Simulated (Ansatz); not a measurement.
**Sr: two-dimensional strain map**

Theory: DFT LDA, scalar-relativistic, plane waves, PAW in Ansatz. Settings: plane waves to 420 eV, k-mesh 14×14×14 (Γ-centred), Gaussian smearing 0.15 eV. No spin polarisation. Energies are free energies at this smearing, counted from the undisturbed cell; pressure is positive in compression.

Zero of the scan (as given, not relaxed at this level; it stands at -1.8 GPa; this bcc form isn't the usual structure):

```
Sr
1.0
    -2.42500    2.42500    2.42500
     2.42500   -2.42500    2.42500
     2.42500    2.42500   -2.42500
Sr
1
Direct
  0.00000 0.00000 0.00000
```

The cell is strained by p along both x and y and by q along z, fractional coordinates fixed. Points are written (p, q).

Energy above the undisturbed cell in meV/atom (a dash: not computed):

| p \ q | -0.030 | -0.015 | 0.000 | 0.015 | 0.030 |
| --- | --- | --- | --- | --- | --- |
| -0.030 | -45.4 | -39.7 | -33.2 | -26.0 | -18.3 |
| -0.015 | -33.2 | – | -18.0 | – | -0.3 |
| 0.000 | -18.0 | -9.4 | 0.0 | 10.0 | 20.4 |
| 0.015 | 0.0 | – | 20.6 | – | 43.5 |
| 0.030 | 20.3 | 31.5 | 43.3 | – | 68.6 |

Pressure in GPa:

| p \ q | -0.030 | -0.015 | 0.000 | 0.015 | 0.030 |
| --- | --- | --- | --- | --- | --- |
| -0.030 | -1.0 | -1.2 | -1.3 | -1.5 | -1.6 |
| -0.015 | -1.3 | – | -1.6 | – | -1.8 |
| 0.000 | -1.6 | -1.7 | -1.8 | -1.9 | -2.0 |
| 0.015 | -1.8 | – | -2.0 | – | -2.2 |
| 0.030 | -2.0 | -2.1 | -2.2 | – | -2.3 |